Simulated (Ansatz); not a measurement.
Ta$_{2}$O$_{5}$:
```
Ta2O5
1.0
    3.83932     0.00000     0.00000
    0.00000     3.85882     0.00000
   -1.91710     0.00000     6.50126
Ta O
2 5
Cartesian
  0.96197   0.00000   5.15065
  0.96025   0.00000   1.35061
  0.96314   1.92941   5.19535
  0.95908   1.92941   1.30591
 -0.95727   0.00000   5.65790
  2.87949   0.00000   0.84336
  0.96111   0.00000   3.25063
```

Relaxed with PBEsol. Special points in fractions of this cell's reciprocal vectors: Γ (0.000, 0.000, 0.000); Z (0.000, 0.500, 0.000); D (0.000, 0.500, 0.500); B (0.000, 0.000, 0.500); A (-0.500, 0.000, 0.500); E (-0.500, 0.500, 0.500); C2 (-0.500, 0.500, 0.000); Y2 (-0.500, 0.000, 0.000).

Problem. List the band energies nearest the valence-band maximum at these points for PBEsol with spin–orbit coupling in the plane-wave PAW code Ansatz.

Solution. In eV from the valence-band maximum; about four levels below and three above (degenerate sets whole), none deeper than 8.9 eV; points with the same levels are listed once.

```tsv
k	below	above
Γ	-0.62 -0.62 -0.56 -0.56	2.21 2.21 2.55 2.55
Z	-1.67 -1.67 -0.29 -0.29	4.27 4.27 5.45 5.45
D	-1.35 -1.35 -0.30 -0.30	4.11 4.11 5.38 5.38
B	-0.79 -0.79 -0.73 -0.73	2.15 2.15 2.67 2.67
A	-0.93 -0.93 -0.75 -0.75	2.51 2.51 3.19 3.19
E	-0.11 -0.11 0.00 0.00	3.25 3.25 5.03 5.03
C2	-0.11 -0.11 0.00 0.00	3.24 3.24 5.03 5.03
```

Space group Cmmm. The workflow started from a Materials Project entry (that database holds measured and hypothetical structures alike); the Crystallography Open Database copy checked does not list it. COD files the formula under space group No. 49. Whether it is the stable phase at ambient conditions was not checked. Symmetry was held in the PBEsol relaxation; phonons show weakly imaginary modes. The run is not spin-polarised. Point labels and valley counts follow the cell and symmetry of the run, lower than the named group.

Potentials: the earlier of the program's two PAW sets. The files were generated under PBE; for other functionals the program regenerates the frozen cores, and for LDA and PBEsol the local potential too.
